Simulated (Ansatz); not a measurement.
Total density of states per atom from PBE in the plane-wave PAW code Ansatz, in 0.25 eV bins, energy from the Fermi level:

(E (eV), states/eV/atom): (-7.85, 0.31); (-7.60, 0.47); (-7.35, 0.62); (-7.10, 0.64); (-6.85, 0.69); (-6.60, 0.70); (-6.35, 0.73); (-6.10, 0.45); (-5.85, 0.37); (-5.60, 0.45); (-5.35, 0.77); (-5.10, 1.00); (-4.85, 0.89); (-4.60, 0.85); (-4.35, 0.67); (-4.10, 0.67); (-3.85, 0.66); (-3.60, 0.64); (-3.35, 0.80); (-3.10, 0.85); (-2.85, 0.46); (-2.60, 0.64); (-2.35, 1.00); (-2.10, 0.88); (-1.85, 0.95); (-1.60, 1.22); (-1.35, 1.31); (-1.10, 1.07); (-0.85, 0.57); (-0.60, 0.50); (-0.35, 0.43); (-0.10, 0.71); (0.15, 1.06); (0.40, 0.78); (0.65, 0.70); (0.90, 0.92); (1.15, 0.50); (1.40, 0.10); (1.65, 0.11); (1.90, 0.16); (2.15, 0.38); (2.40, 0.23); (2.65, 0.16); (2.90, 0.37); (3.15, 0.57); (3.40, 0.76); (3.65, 0.69); (3.90, 0.58); (4.15, 0.49); (4.40, 0.23); (4.65, 0.11)

### Question
Which compound is it?
A. MgTiNO, P4/nmm (Ti on 2c, N on 2c, Mg on 2c, O on 2c)
B. RuRhN2, R-3m (Ru on 3b, Rh on 3a, N on 6c)
C. Ru, hcp (Mg type)
D. HfScTaN3, P3m1 (Pearson symbol hP6)

### Answer
B, RuRhN2, R-3m (Ru on 3b, Rh on 3a, N on 6c). Within 0.5 eV of the Fermi level: Ru 4d 34 %, Rh 4d 33 %, N 2p 28 %. Projections are on Löwdin-orthogonalised atomic valence shells; empty p or d shells of many metals are not among them.

The start of the workflow was typed in or built on a structure type; neither database checked (COD, Materials Project) lists it. Whether it is the stable phase at ambient conditions was not checked. Symmetry was held in the PBE relaxation; its stability against distortions is not shown here. The workflow began spin-polarised and lost its moments. Its formation energy is positive at this level, so the cell may be metastable or incomplete. Scalar-relativistic: spin–orbit coupling is off unless named, which matters more the heavier the elements.

Potentials: the earlier of the program's two PAW sets.
